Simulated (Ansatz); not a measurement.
MgTl:
```xyz
2
Lattice="3.6234 0.0000 0.0000 0.0000 3.6234 0.0000 0.0000 0.0000 3.6234" Properties=species:S:1:pos:R:3 pbc="T T T"
Mg     0.0000     0.0000     0.0000
Tl     1.8117     1.8117     1.8117
```

Relaxed with PBEsol. Special points in fractions of this cell's reciprocal vectors: Γ (0.000, 0.000, 0.000); X (0.000, 0.500, 0.000); M (0.500, 0.500, 0.000); R (0.500, 0.500, 0.500).

Task: List the band energies nearest the Fermi level at these points for PBEsol with spin–orbit coupling (plane waves, PAW; program Ansatz).

Result: In eV from the Fermi level; about four levels below and three above (degenerate sets whole), none deeper than 8.9 eV; points with the same levels are listed once.

```
k                    below                          above
-  -----------------------  -----------------------------
Γ                        –  1.62 1.62 2.85 2.85 2.85 2.85
X  -7.25 -7.25 -4.88 -4.88            3.98 3.98 5.27 5.27
M  -2.28 -2.28 -0.13 -0.13            6.95 6.95 8.31 8.31
R  -3.48 -3.48 -1.14 -1.14            0.17 0.17 0.17 0.17
```

Space group Pm-3m (CsCl type). The workflow started from an entry of the Crystallography Open Database (COD). Whether it is the stable phase at ambient conditions was not checked. Symmetry was held in the PBEsol relaxation; of distortions, only those at the zone centre were tested.

Potentials: the later of the program's two PAW sets.
